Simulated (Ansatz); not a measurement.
Here is the system:

Starting cell, TiAl$_{3}$ (D022 type, space group I4/mmm):

```
TiAl3
1.0
   -1.91209     1.91209     4.28030
    1.91209    -1.91209     4.28030
    1.91209     1.91209    -4.28030
Al Ti
3 1
Direct
  0.50000   0.50000   0.00000
  0.75000   0.25000   0.50000
  0.25000   0.75000   0.50000
  0.00000   0.00000   0.00000
```

Two-dimensional scan of atom 1 (Al, nearest neighbour Ti at 2.704 Å; its periodic images, 3.8 Å or more away, move with it): u runs along (0.707, 0.707, 0.000), v along (0.000, 0.000, 1.000) (Cartesian). Cell and other atoms are fixed.

Method: r2SCAN (plane waves to 500 eV, PAW, scalar-relativistic; Ansatz, an electronic-structure program). k mesh 14×14×14 (Γ-centred), Fermi-Dirac smearing 0.05 eV. E stands for the smeared free energy. With partly filled bands, energies and forces of such displacements shift with the k mesh and the smearing. TiAl3 is run without spin polarisation. TiAl3 was relaxed with its symmetry unable to fall. ΔE is measured from the undisplaced structure. Axes are in Å.

The scan covers u from -0.410 to 0.410 Å in 5 points and v from -0.410 to 0.410 Å in 5 points.

Q: In which direction of the plane is the atom held most weakly?

A: Along v.

Q: Is the undisplaced position a minimum, a maximum or a saddle of this map?

A: A minimum.

Q: What are the two principal curvatures of the energy at the centre?

A: 4.2 and 9.1 eV/Å².

(A displaced cell: forces are minus the slopes of the energy, force constants its curvatures, and phonons follow from these.)
